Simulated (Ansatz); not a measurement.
Geometry optimisation in Ansatz: input, command and trajectory.

```yaml
crystal:
  lattice:
    - [-5.4423086076, 5.4423086076, -5.4423086076]
    - [5.4423086076, -5.4423086076, -5.4423086076]
    - [-5.4423086076, -5.4423086076, 5.4423086076]
  atoms:
    - { symbol: Zn, position: [0.25, 0.25, 0.5] }
    - { symbol: Zn, position: [0.0, 0.25, 0.75] }
    - { symbol: Zn, position: [0.75, 0.0, 0.25] }
    - { symbol: Zn, position: [0.75, 0.25, 0.0] }
    - { symbol: Zn, position: [0.5, 0.0, 0.5] }
    - { symbol: Zn, position: [0.25, 0.0, 0.75] }
    - { symbol: Zn, position: [0.0, 0.75, 0.25] }
    - { symbol: Zn, position: [1.0, 1.0, 1.0] }
    - { symbol: Zn, position: [0.75, 0.75, 0.5] }
    - { symbol: Zn, position: [0.5, 0.75, 0.75] }
    - { symbol: Zn, position: [0.25, 0.5, 0.25] }
    - { symbol: Zn, position: [0.25, 0.75, 0.0] }
    - { symbol: Zn, position: [0.0, 0.5, 0.5] }
    - { symbol: Zn, position: [0.75, 0.5, 0.75] }
    - { symbol: Zn, position: [0.5, 0.5, 0.0] }
    - { symbol: S, position: [0.5163879898, 0.0018075932, 0.2646717324], spin: 0.5 }
    - { symbol: S, position: [0.25, 0.0, 0.5] }
    - { symbol: S, position: [0.0, 0.0, 0.75] }
    - { symbol: S, position: [0.75, 0.75, 0.25] }
    - { symbol: S, position: [0.75, 0.0, 0.0] }
    - { symbol: S, position: [0.5, 0.75, 0.5] }
    - { symbol: S, position: [0.25, 0.75, 0.75] }
    - { symbol: S, position: [0.0, 0.5, 0.25] }
    - { symbol: S, position: [0.0, 0.75, 0.0] }
    - { symbol: S, position: [0.7584964116, 0.5075076953, 0.5107592722], spin: 0.5 }
    - { symbol: S, position: [0.5, 0.5, 0.75] }
    - { symbol: S, position: [0.2430274648, 0.2542480399, 0.2419333034], spin: 0.5 }
    - { symbol: S, position: [0.25, 0.5, 0.0] }
    - { symbol: S, position: [0.0, 0.25, 0.5] }
    - { symbol: S, position: [0.75, 0.25, 0.75] }
    - { symbol: S, position: [0.5006371119, 0.245940399, 0.0012194826], spin: 0.5 }
  host:
    lattice:
      - [0.0, 2.7211543038, 2.7211543038]
      - [2.7211543038, 0.0, 2.7211543038]
      - [2.7211543038, 2.7211543038, 0.0]
    atoms:
      - { symbol: Zn, position: [0.0, 0.0, 0.0] }
      - { symbol: S, position: [0.75, 0.75, 0.75] }
basis:
  ecutwfc: 420
  xc_grid: 2
kpoints:
  mp_grid: { grid: [3, 3, 3], shift: [0.0, 0.0, 0.0] }
hamiltonian:
  xc: pbe
scf:
  occupations: { method: gaussian, width: 0.01 }
output:
  forces: true
  stress: false
  eigenvalues: true
  populations: true
  charged_corrections:
    defect_position: [0.5, 0.25, 0.25]
    epsilon: [[9.3731, 0.0, 0.0], [0.0, 9.3731, 0.0], [0.0, 0.0, 9.3731]]
  write_density: true
  write_potential: true
  elf: true
  volumetric_format: npy
magnetization:
  spin_polarized: true
relax:
  adjacent_minimum: "off"
  f_tol: 0.025
  max_steps: 45
```

```bash
ansatz run input.yaml --threads 4 --pin off --max-ram 8192MiB --backend cpu --events-out ev --progress --plain --runs-dir out
```

The calculation used DFT PBE, scalar-relativistic, plane waves, PAW in Ansatz.

The cell holds a point defect: Zn vacancy (site a), neutral.

Of 4 frames 4 are shown, positions in Å and forces in eV/Å; the SCF threshold varies from step to step.

```xyz
31
Lattice="-5.4423 5.4423 -5.4423 5.4423 -5.4423 -5.4423 -5.4423 -5.4423 5.4423" Properties=species:S:1:pos:R:3:forces:R:3 pbc="T T T" step=1 free_energy_over_end_meV_per_atom=7.07
Zn   -2.7212   -2.7212    0.0000    0.3041    0.2714   -0.3078
Zn   -2.7212   -5.4423    2.7212    0.0076    0.0017    0.0061
Zn   -5.4423    2.7212   -2.7212   -0.0920    0.0681   -0.0982
Zn   -2.7212    2.7212   -5.4423    0.1639   -0.1661    0.1766
Zn   -5.4423    0.0000    0.0000   -0.0530   -0.0218   -0.0137
Zn   -5.4423   -2.7212    2.7212   -0.2137   -0.2171   -0.1906
Zn    2.7212   -5.4423   -2.7212   -0.0023    0.0022    0.0235
Zn   -5.4423   -5.4423   -5.4423   -0.0896   -0.1297   -0.1561
Zn   -2.7212   -2.7212   -5.4423   -0.1417    0.1504    0.1600
Zn   -2.7212   -5.4423   -2.7212    0.0012   -0.0026   -0.0112
Zn    0.0000   -2.7212   -2.7212    0.0320   -0.0179   -0.0270
Zn    2.7212   -2.7212   -5.4423   -0.3323   -0.3037   -0.3327
Zn    0.0000   -5.4423    0.0000    0.1298   -0.1176    0.1579
Zn   -5.4423   -2.7212   -2.7212    0.0607    0.0922   -0.0428
Zn    0.0000    0.0000   -5.4423   -0.2975    0.2759    0.3048
S    -4.2409    1.3601   -1.3798    0.9633    0.2061    0.4042
S    -4.0817   -1.3606    1.3606    0.0602    0.0529   -0.0395
S    -4.0817   -4.0817    4.0817    0.0554    0.0119   -0.0375
S    -1.3606   -1.3606   -6.8029   -0.0970    0.1001   -0.0015
S    -4.0817    4.0817   -4.0817    0.0042    0.0452    0.0618
S    -1.3606   -4.0817   -4.0817   -0.0609   -0.0325    0.0631
S    -1.3606   -6.8029   -1.3606   -0.0958   -0.0116   -0.0411
S     1.3606   -4.0817   -1.3606    0.0596   -0.0952   -0.0205
S     4.0817   -4.0817   -4.0817   -0.1226   -0.0982   -0.0614
S    -4.1457   -1.4138   -4.1103    0.1773    0.1263   -0.1047
S    -4.0817   -4.0817   -1.3606    0.0155    0.0040   -0.0107
S    -1.2556   -1.3777   -1.3897   -0.6006   -0.0086    0.4775
S     1.3606   -1.3606   -4.0817    0.0568   -0.0033   -0.0642
S    -1.3606   -4.0817    1.3606   -0.0861    0.0101   -0.0792
S    -6.8029   -1.3606   -1.3606   -0.0950   -0.0691   -0.0020
S    -1.3928    1.3795   -4.0565    0.2886   -0.1235   -0.1931
31
Lattice="-5.4423 5.4423 -5.4423 5.4423 -5.4423 -5.4423 -5.4423 -5.4423 5.4423" Properties=species:S:1:pos:R:3:forces:R:3 pbc="T T T" step=2 free_energy_over_end_meV_per_atom=1.57
Zn   -2.7271   -2.7154   -0.0127    0.1847    0.1777   -0.1798
Zn   -2.7201   -5.4447    2.7202    0.0004   -0.0022    0.0028
Zn   -5.4182    2.6984   -2.6966   -0.0691    0.0307   -0.0403
Zn   -2.7081    2.6957   -5.4206    0.0803   -0.0938    0.1087
Zn   -5.4261    0.0236   -0.0250   -0.0348    0.0050   -0.0205
Zn   -5.4553   -2.7404    2.6965   -0.1141   -0.1089   -0.1065
Zn    2.7144   -5.4443   -2.7222   -0.0045   -0.0009    0.0033
Zn   -5.4584   -5.4614   -5.4632   -0.0472   -0.0791   -0.0891
Zn   -2.7309   -2.7065   -5.4287   -0.0941    0.0894    0.1009
Zn   -2.7272   -5.4412   -2.7249   -0.0016   -0.0005   -0.0124
Zn   -0.0286   -2.6982   -2.6938    0.0340   -0.0140   -0.0144
Zn    2.7251   -2.7216   -5.4503   -0.2149   -0.2052   -0.2043
Zn    0.0063   -5.4513    0.0125    0.0747   -0.0821    0.0789
Zn   -5.4373   -2.7043   -2.7427    0.0251    0.0400   -0.0461
Zn   -0.0116    0.0068   -5.4310   -0.1703    0.1566    0.1682
S    -4.1247    1.3616   -1.3688    0.3716    0.0881    0.1701
S    -4.0881   -1.3544    1.3478    0.0143   -0.0151    0.0383
S    -4.0826   -4.0791    4.0795    0.0069   -0.0208   -0.0073
S    -1.3637   -1.3585   -6.8026   -0.0258    0.0053   -0.0145
S    -4.0870    4.0747   -4.0808    0.0223    0.0283    0.0014
S    -1.3605   -4.0774   -4.0784   -0.0320   -0.0165   -0.0046
S    -1.3588   -6.8049   -1.3726   -0.0345    0.0152    0.0189
S     1.3567   -4.0838   -1.3574    0.0221   -0.0129   -0.0234
S     4.0763   -4.0929   -4.0920   -0.0086    0.0183    0.0247
S    -4.1097   -1.3757   -4.0922    0.0663    0.0390   -0.0467
S    -4.0944   -4.0782   -1.3679    0.0373   -0.0284    0.0096
S    -1.3413   -1.3613   -1.3753   -0.2298   -0.0129    0.1969
S     1.3561   -1.3669   -4.0816    0.0262    0.0273    0.0020
S    -1.3633   -4.0739    1.3572   -0.0184   -0.0400    0.0133
S    -6.8077   -1.3699   -1.3543   -0.0074    0.0343   -0.0299
S    -1.3834    1.3435   -4.0586    0.1408   -0.0221   -0.0983
31
Lattice="-5.4423 5.4423 -5.4423 5.4423 -5.4423 -5.4423 -5.4423 -5.4423 5.4423" Properties=species:S:1:pos:R:3:forces:R:3 pbc="T T T" step=3 free_energy_over_end_meV_per_atom=0.06
Zn   -2.6940   -2.6847   -0.0411   -0.0078   -0.0059    0.0089
Zn   -2.7257   -5.4441    2.7186   -0.0012    0.0015   -0.0001
Zn   -5.4171    2.6889   -2.6910   -0.0038    0.0029   -0.0068
Zn   -2.6921    2.6812   -5.4037   -0.0035   -0.0009    0.0002
Zn   -5.4160    0.0297   -0.0366   -0.0010   -0.0037    0.0044
Zn   -5.4784   -2.7578    2.6834    0.0044    0.0072    0.0163
Zn    2.7162   -5.4442   -2.7228    0.0016    0.0006   -0.0035
Zn   -5.4780   -5.4767   -5.4810    0.0062    0.0125    0.0102
Zn   -2.7543   -2.6856   -5.4057   -0.0017   -0.0052   -0.0062
Zn   -2.7264   -5.4437   -2.7221    0.0012   -0.0003    0.0001
Zn   -0.0336   -2.6895   -2.6889    0.0048   -0.0066   -0.0133
Zn    2.6850   -2.7608   -5.4842    0.0108    0.0104    0.0135
Zn    0.0260   -5.4741    0.0324   -0.0044    0.0053   -0.0076
Zn   -5.4183   -2.6906   -2.7534   -0.0023   -0.0062    0.0039
Zn   -0.0373    0.0342   -5.4059    0.0048   -0.0172   -0.0090
S    -4.0638    1.3316   -1.3931   -0.0250    0.0116    0.0226
S    -4.0879   -1.3625    1.3518    0.0002   -0.0024   -0.0092
S    -4.0887   -4.0780    4.0833   -0.0026   -0.0091   -0.0048
S    -1.3638   -1.3605   -6.7967    0.0049   -0.0045    0.0047
S    -4.0883    4.0745   -4.0844    0.0022   -0.0043   -0.0025
S    -1.3622   -4.0773   -4.0830   -0.0007    0.0049   -0.0014
S    -1.3622   -6.8110   -1.3623   -0.0027   -0.0029   -0.0004
S     1.3564   -4.0834   -1.3547   -0.0048    0.0060    0.0055
S     4.0784   -4.0839   -4.0914   -0.0006    0.0021   -0.0051
S    -4.0662   -1.3355   -4.0553   -0.0112   -0.0258   -0.0201
S    -4.0897   -4.0775   -1.3605    0.0045    0.0078   -0.0011
S    -1.3889   -1.3331   -1.3938    0.0123   -0.0216    0.0220
S     1.3531   -1.3669   -4.0883   -0.0025    0.0082    0.0086
S    -1.3622   -4.0777    1.3544    0.0017   -0.0083    0.0081
S    -6.8056   -1.3669   -1.3579    0.0066    0.0072   -0.0036
S    -1.3937    1.3239   -4.0464    0.0095    0.0366   -0.0342
31
Lattice="-5.4423 5.4423 -5.4423 5.4423 -5.4423 -5.4423 -5.4423 -5.4423 5.4423" Properties=species:S:1:pos:R:3:forces:R:3 pbc="T T T" step=4 free_energy_over_end_meV_per_atom=0.00
Zn   -2.6969   -2.6918   -0.0327    0.0096    0.0054   -0.0051
Zn   -2.7261   -5.4441    2.7199    0.0009    0.0002    0.0003
Zn   -5.4166    2.6890   -2.6939    0.0037   -0.0031    0.0049
Zn   -2.6957    2.6879   -5.4123    0.0060   -0.0043    0.0039
Zn   -5.4168    0.0272   -0.0322    0.0039    0.0064   -0.0033
Zn   -5.4779   -2.7540    2.6887   -0.0048   -0.0040   -0.0021
Zn    2.7162   -5.4440   -2.7229    0.0003    0.0002    0.0002
Zn   -5.4775   -5.4734   -5.4750   -0.0045   -0.0061   -0.0032
Zn   -2.7537   -2.6919   -5.4135   -0.0108    0.0038    0.0035
Zn   -2.7260   -5.4440   -2.7231    0.0003    0.0004   -0.0003
Zn   -0.0350   -2.6916   -2.6934   -0.0045    0.0030    0.0042
Zn    2.6880   -2.7534   -5.4751   -0.0105   -0.0050   -0.0047
Zn    0.0253   -5.4720    0.0287    0.0044   -0.0078    0.0032
Zn   -5.4172   -2.6926   -2.7510    0.0041    0.0033   -0.0064
Zn   -0.0354    0.0290   -5.4125   -0.0058    0.0037    0.0041
S    -4.0692    1.3404   -1.3808    0.0009    0.0076    0.0079
S    -4.0874   -1.3632    1.3534   -0.0012   -0.0007   -0.0002
S    -4.0918   -4.0824    4.0810    0.0005    0.0041    0.0012
S    -1.3641   -1.3629   -6.7993    0.0017    0.0025    0.0018
S    -4.0871    4.0745   -4.0845   -0.0030    0.0001   -0.0007
S    -1.3643   -4.0778   -4.0844    0.0024    0.0000    0.0019
S    -1.3643   -6.8097   -1.3617    0.0028   -0.0017   -0.0004
S     1.3551   -4.0821   -1.3569   -0.0005   -0.0006    0.0014
S     4.0780   -4.0825   -4.0888    0.0005   -0.0010   -0.0010
S    -4.0701   -1.3451   -4.0659   -0.0011   -0.0037   -0.0065
S    -4.0871   -4.0781   -1.3613   -0.0030    0.0006    0.0011
S    -1.3839   -1.3431   -1.3817    0.0019   -0.0069    0.0093
S     1.3508   -1.3628   -4.0843   -0.0004   -0.0037   -0.0043
S    -1.3605   -4.0824    1.3582    0.0003    0.0035   -0.0025
S    -6.8026   -1.3633   -1.3608   -0.0006   -0.0024    0.0011
S    -1.3858    1.3382   -4.0623    0.0067    0.0062   -0.0092
```

Time: 15 min on 4 threads of Intel(R) Xeon(R) Processor @ 2.70GHz, with other jobs on the host, peak memory 3.6 GiB.